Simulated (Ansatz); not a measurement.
Fe9Co7: do energies and stresses tell the same story?

These are results of Ansatz 0.2.0, DFT PBEsol, scalar-relativistic, plane waves, PAW, not measurements.

Plane waves to 420 eV, a k mesh through Γ of 6×6×6 on the computed 16-atom cell and Gaussian smearing (0.10 eV); collinear spin from starting moments 3.01 3.01 3.01 3.01 3.01 3.01 3.01 3.01 2.65 2 2 2 2 2 2 2 μB.

Relaxed cell: Pm-3m, a = 5.609 Å, b = 5.609 Å, c = 5.609 Å, α = 90.00°, β = 90.00°, γ = 90.00°, 16 atoms in the primitive cell. Whether it is the stable form of this composition wasn't checked.

Energies at zero smearing and pressures from the stress tensor, at volumes with shape and atoms relaxed:
```
V (Å³/atom) E − E(first) (meV/atom) P (GPa)
      9.708                     0.00    36.32
     10.039                   -63.17    24.88
     10.370                  -104.48    15.18
     10.701                  -127.22     6.99
     11.032                  -134.49    -0.04
     11.363                  -127.96    -6.22
     11.694                  -109.53   -11.43
     12.135                   -70.04   -17.11
```

Check P = −dE/dV between neighbouring volumes, and get the bulk modulus from the pressures alone.

With 1 eV/Å³ = 160.2 GPa:
| middle V (Å³/atom) | −ΔE/ΔV (GPa) | mean P (GPa) |
| --- | --- | --- |
| 9.873 | 30.580 | 30.599 |
| 10.204 | 20.001 | 20.031 |
| 10.535 | 11.006 | 11.088 |
| 10.866 | 3.520 | 3.478 |
| 11.197 | -3.160 | -3.127 |
| 11.528 | -8.920 | -8.825 |
| 11.914 | -14.338 | -14.270 |

The two differ by 0.09 GPa at most. The mean of two end pressures misses the average over a step by about ΔV² P″/12, up to 0.18 GPa here; with that taken off 0.16 GPa remains. The stress is the derivative of the free energy, not of the energy at zero smearing, and with free energies 0.03 GPa remains. The largest site moment goes from 2.49 to 2.84 μB along the series, which bends P(V). Around V = 11.032 Å³/atom, the two neighbours give B = −V ΔP/ΔV = 11.032 × 13.21 / 0.662 = 220.2 GPa, against B0 = 219.0 GPa from the Birch–Murnaghan fit of the energies.

Only parallel moments were tried here.

Only this magnetic start was tried.

Cost: 9 runs of about 28 core-minutes in all, on Intel Xeon 6975P-C (Granite Rapids) (shared hosts).